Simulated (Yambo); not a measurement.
Yambo run on NaLiCdS2 (space group P3m1, No. 156). The wavefunctions are norm-conserving PBEsol (Quantum ESPRESSO, 102 Ry, without SOC) ones on a 3×3×2 mesh (22 occupied bands); a = b = 4.1573 Å, c = 7.0419 Å, α = β = 90.00°, γ = 120.00°.

Yambo input:

```
rim_cut
gw0
dyson
el_el_corr
HF_and_locXC
ppa
em1d
RandQpts= 1000000
RandGvec= 1 Ry
EXXRLvcs= 102 Ry
VXCRLvcs= 408 Ry
Chimod= "HARTREE"
% BndsRnXp
 7 | 197 |
%
NGsBlkXp= 8 Ry
% LongDrXp
 1.0 | 1.0 | 1.0 |
%
PPAPntXp= 40 eV
% GbndRnge
 1 | 197 |
%
GTermKind= "BG"
DysSolver= "n"
ExtendOut
% QPkrange
 1 | 1 | 22 | 23 |
%
```

k points by index: 1 = Γ.

The o-*.qp file then holds:

```
#    K-point    Band    Eo [eV]    E [eV]    E-Eo [eV]    Vxc [eV]    Vnlxc [eV]    Sc|Eo [eV]    Sc|E [eV]    dSc/dw|Eo [eV]    Re(Z)    Im(Z)
#
    1    22    0.000000    -1.131240    -1.131240    -13.42600    -16.72635    1.867336    2.169107    -7.258220    0.789429    -0.001396
    1    23    1.468374    1.864494    0.396120    -10.44734    -6.401831    -3.561547    -3.649390    -6.032761    0.818530    -0.001263
```
(The two width columns are left out.) Convergence of these settings isn't established.

Geometry of the Materials Project entry, not relaxed at this level.

The structure is a Materials Project entry; no match was found in the copy of COD used, and its stability was not checked.
